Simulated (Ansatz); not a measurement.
**VTe$_{6}$Mo$_{2}$ (P-6m2)**

Theory: DFT PBE, scalar-relativistic, plane waves, PAW (Ansatz 0.2.0).

Plane waves to 420 eV, a k mesh through Γ of 12×12×2 on the computed 9-atom cell and Gaussian smearing (0.01 eV); collinear spin from starting moments -1.1 0.0 0.0 0.0 0.0 0.0 0.0 0.0 0.0 μB.

The structure is relaxed at this level of theory with its symmetry kept, and needn't be the ground state of this composition.

Space group P-6m2 (No. 187), hexagonal, a = 3.570 Å, c = 25.798 Å. V is surrounded by 6 Te at 2.71 Å; Te on its first site is surrounded by 3 Mo at 2.74 Å; Te on its second site is surrounded by 3 V at 2.71 Å; Te on its third site has 3 Mo at 2.74 Å; Mo is surrounded by 6 Te at 2.74 Å.

| Property | Result |
| --- | --- |
| Volume per atom | 213.5 bohr³ |
| Formation energy from the elements' standard states (uncorrected) | -0.277 eV/atom |
| Kohn–Sham band gap | 0.05 eV, indirect from H to (0.000, 0.432, -0.044) |
| Orbital (Löwdin) character of the top 1 eV of the valence band | Te 5p 43 %, Mo 4d 36 %, V 3d 17 % |
| Orbital (Löwdin) character of the lowest 1 eV of the conduction band | V 3d 79 %, Te 5p 16 % |
| Electron masses at the edge by direction of the standard setting (m_e; one valley, along these axes only; no spin-orbit coupling) | x: 0.12; y: 3.4; z: over 30 |
| Hole masses at the edge by direction of the standard setting (m_e; one valley, along these axes only; no spin-orbit coupling) | x: 0.66, 0.66, 0.66, 0.66; y: 0.66, 0.66, 0.66, 0.66; z: over 30, over 30, over 30, over 30 |
| Bader charge by site (e) | V (1 in the cell) 1.03, Te (2 in the cell) -0.31, Te (2 in the cell) -0.52, Te (2 in the cell) -0.31, Mo (2 in the cell) 0.62 |
| Total moment | -1.00 μB per cell |
| Moment by site (μB) | V1 -1.00, Te3 0.06, Te7 0.06 |

Spin-orbit coupling is left out, which matters for the bands of heavy elements. The cell holds layers, chains or molecules and no dispersion correction was added, so their binding is poorly described.

Only this magnetic start was tried.

The cell was found from a structure generator's guess, not taken from experiment. Kohn–Sham gaps at this level usually fall short of measured ones. Löwdin shares on free-atom orbitals overweight diffuse shells in the empty bands.
